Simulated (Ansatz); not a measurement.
The relaxed structure here is a generated cell of Co2Si: the first start was made by placing the elements on the sites of a structure type, and the end was not matched to a known phase here, so it may be hypothetical.

One stationary structure of Co$_{2}$Si. Space group P2 (No. 3). Method: PBE (plane waves to 420 eV, PAW, scalar-relativistic; Ansatz, a quantum-chemistry and plane-wave program).

Space group P2 (No. 3); a = 4.6131 Å, b = 4.4820 Å, c = 6.7070 Å, α = γ = 90.00°, β = 102.98°

| atom | site | symmetry | x | y | z |
|---|---|---|---|---|---|
| Si | 2e | 1 | 0.1144 | 0.1726 | 0.8059 |
| Si | 2e | 1 | 0.4086 | 0.4847 | 0.3167 |
| Co | 1b | 2 | 0.0000 | 0.4383 | 0.5000 |
| Co | 1c | 2 | 0.5000 | 0.4563 | 0.0000 |
| Co | 2e | 1 | 0.0711 | 0.6878 | 0.8232 |
| Co | 2e | 1 | 0.2543 | 0.9382 | 0.5030 |
| Co | 2e | 1 | 0.3747 | 0.9725 | 0.1461 |

Task: What is the computed magnetic moment (PBE)?

Result: Net 0.64 μB/atom, ferromagnetic.

Spin state reached: ferromagnetic (net 0.64 μB/atom), from parallel starting moments; other spin orders were not run from this start.

The run could not lose the symmetry of its start: the end is stationary, and may be a saddle point rather than a minimum.
